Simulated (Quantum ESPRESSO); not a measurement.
## SiGaTiO5F (convergence and cost over cutoff and k mesh)

A calculation, not a measurement. The program is pw.x of Quantum ESPRESSO 7.5 (plane-wave density functional theory). The cell is made up: 9 atoms on a corundum lattice with one site empty, with randomly drawn elements, strain and displacements, not relaxed. PseudoDojo standard norm-conserving files (v0.5 for PBE, v0.4.1 for LDA and PBEsol) set the functional; there is no spin polarisation, spin-orbit coupling or dispersion term, and the masses in the input are unused placeholders.

Input of the run in row 4:

```
&control calculation='scf', pseudo_dir='./dojo.nc.sr.pbe.v0_5.standard.upf', outdir='./o', disk_io='medium', tprnfor=.true., tstress=.true. /
&system ibrav=0, nat=9, ntyp=5, nbnd=39, ecutwfc=84.00895049, nosym=.true., tot_charge=0,
 occupations='smearing', smearing='fd', degauss=0.0018374661
/
&electrons conv_thr=7.350e-09, electron_maxstep=60, /
ATOMIC_SPECIES
F 1.0 F.upf
Ga 1.0 Ga.upf
O 1.0 O.upf
Si 1.0 Si.upf
Ti 1.0 Ti.upf
CELL_PARAMETERS angstrom
2.6416 1.533 4.7045
-2.6188 1.4862 4.7068
-0.0291 -3.0762 4.7241
ATOMIC_POSITIONS angstrom
Si 0.1562 -0.0897 5.0176
Ga -0.0527 -0.0168 2.1236
Ti -0.0591 0.021 12.1279
O -1.0684 1.6876 8.2955
O -0.6852 -1.6973 8.3127
O 1.9347 0.2507 8.113
O 0.9658 -1.4692 5.9388
F 0.8888 1.4922 5.7655
O -1.7217 -0.1508 5.9931
K_POINTS automatic
5 5 5 1 1 1
```

The same cell was run at these settings. Meshes are shifted by half a step, and differences are from the last row, which is itself not exact.

```
cutoff (eV)     k mesh  k points solved  threshold (eV)  free energy less the last row's (eV)  pressure (GPa)  largest stress difference (GPa)  largest force difference (eV/Å)  iterations  wall time (s)  k-point pools              processor
        800  2 x 2 x 2                4           1e-04                                 1.927          -47.57                            22.97                            0.091          12             43              1  AMD EPYC, Zen 5 class
       1143  2 x 2 x 2                4           1e-07                                 0.009          -24.84                             0.19                            0.044          17             77              1  AMD EPYC, Zen 5 class
        741  5 x 5 x 5               63           1e-07                                 4.683          -71.91                            47.18                            0.080          16            329              1  AMD EPYC, Zen 5 class
       1143  5 x 5 x 5               63           1e-07                                 0.002          -24.87                             0.03                            0.000          16            873              1  AMD EPYC, Zen 5 class
       1437  7 x 7 x 7              172           1e-07                                 0.000          -24.84                             0.00                            0.000          16           3540              1  AMD EPYC, Zen 5 class
```

Each pool is one process. Wall times include start-up and a band step at six k points, which weighs most on the coarsest meshes. The runs were on shared virtual cores whose load varied, so times are rough.